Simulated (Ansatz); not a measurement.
TiC (rock salt)

```xyz
2
Lattice="0.0000 2.1465 2.1465 2.1465 0.0000 2.1465 2.1465 2.1465 0.0000" Properties=species:S:1:pos:R:3 pbc="T T T"
C      0.0000     0.0000     0.0000
Ti     2.1465     2.1465     2.1465
```

Equation-of-state scan: isotropic scaling of the cell above, V₀ being its volume. Symmetry pins the atoms to their sites.

Method: PBEsol (plane waves to 420 eV, PAW, scalar-relativistic; Ansatz, a first-principles code). k mesh 19×19×19 (Γ-centred), Fermi-Dirac smearing 0.05 eV. Energies are smeared free energies. Compression counts positive. The PAW data are Ansatz's earlier set. TiC is run without spin polarisation. TiC was relaxed with its symmetry unable to fall. The zero of ΔE is the relaxed starting cell. The last digit holds for this mesh only.

```json
[
 {"V (Å³/atom)": "8.901", "ΔE (meV/atom)": "98.3"},
 {"V (Å³/atom)": "9.066", "ΔE (meV/atom)": "66.2"},
 {"V (Å³/atom)": "9.230", "ΔE (meV/atom)": "41.1"},
 {"V (Å³/atom)": "9.395", "ΔE (meV/atom)": "22.5"},
 {"V (Å³/atom)": "9.560", "ΔE (meV/atom)": "9.7"},
 {"V (Å³/atom)": "9.725", "ΔE (meV/atom)": "2.4"},
 {"V (Å³/atom)": "9.890", "ΔE (meV/atom)": "0.0"},
 {"V (Å³/atom)": "10.055", "ΔE (meV/atom)": "2.2"},
 {"V (Å³/atom)": "10.219", "ΔE (meV/atom)": "8.7"},
 {"V (Å³/atom)": "10.384", "ΔE (meV/atom)": "withheld"},
 {"V (Å³/atom)": "10.549", "ΔE (meV/atom)": "32.9"},
 {"V (Å³/atom)": "10.714", "ΔE (meV/atom)": "50.1"},
 {"V (Å³/atom)": "10.879", "ΔE (meV/atom)": "70.4"}
]
```

**Question.** Fit a third-order Birch-Murnaghan form (E₀, V₀, B₀, B₀′ free) to the given rows and predict ΔE at V = 10.384.

**Answer.** Least squares on the 12 given rows: ΔE = E₀ + (9V₀B₀/16)·y²·[2 + (B₀′ − 4)y], y = (V₀/V)^(2/3) − 1, with V₀ = 9.890 Å³/atom, B₀ = 267.3 GPa (160.2 GPa = 1 eV/Å³; the term in eV is multiplied by 1000), B₀′ = 4.02, E₀ = 0.00 meV/atom; root-mean-square residual 0.06 meV/atom. At 10.384 the fit gives 19.0 meV/atom; the calculation gives 19.0 meV/atom, the same to the digits shown. For the pressure the fit gives -11.8 GPa against the computed -11.8 GPa.

(A scan under strain: stresses follow from slopes of the energy per volume, elastic moduli from its curvatures.)
